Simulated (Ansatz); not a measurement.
Ta$_{3}$Ru$_{2}$: pressure against volume

Ta$_{3}$Ru$_{2}$, P4/mmm, a = 3.189 Å, c = 15.636 Å. The structure is a Materials Project entry; whether it is the stable form wasn't checked. Ansatz: PBEsol, PAW, 420 eV, Γ-centred 12×12×4 mesh on 10 atoms, Gaussian smearing 0.10 eV; no spin polarisation. Shape and atoms are relaxed at each volume; pressure is positive in compression.

| V (Å³/atom) | P (GPa) |
| --- | --- |
| 13.993 | ? |
| 14.470 | 29.67 |
| 14.947 | 18.23 |
| 15.424 | 8.41 |
| 15.901 | 0.00 |
| 16.378 | -7.20 |
| 16.855 | -13.33 |
| 17.491 | -20.12 |

Problem. Take V0 = 15.901 Å³/atom, fit the third-order Birch–Murnaghan form to the other rows, and predict the missing pressure.

Solution. With the Eulerian strain f = ½[(V0/V)^(2/3) − 1] and y = P/[3f(1 + 2f)^(5/2)], the form is the line y = B0 + 1.5 B0 (B0′ − 4) f. Rows (f, y): 0.03244, 260.5; 0.02106, 260.3; 0.01026, 259.7; -0.00976, 258.3; -0.01905, 257.0; -0.03078, 255.4. Means f = 0.0006950, y = 258.53; Σ(Δf)² = 0.003004, ΣΔfΔy = 0.2409; the slope is their ratio. y = 258.5 + 80.20 f GPa, so B0 = 258.5 GPa and B0′ = 4 + 2 × (80.20)/(3 × 258.5) = 4.21. At V = 13.993, f = 0.04448, y = 262.07 and P = 43.27 GPa. The run gave 43.04 GPa, so the fit is 0.23 GPa too high, a small miss on the scale of the series.

Spin–orbit coupling is left out, which can shift energies with elements as heavy as these.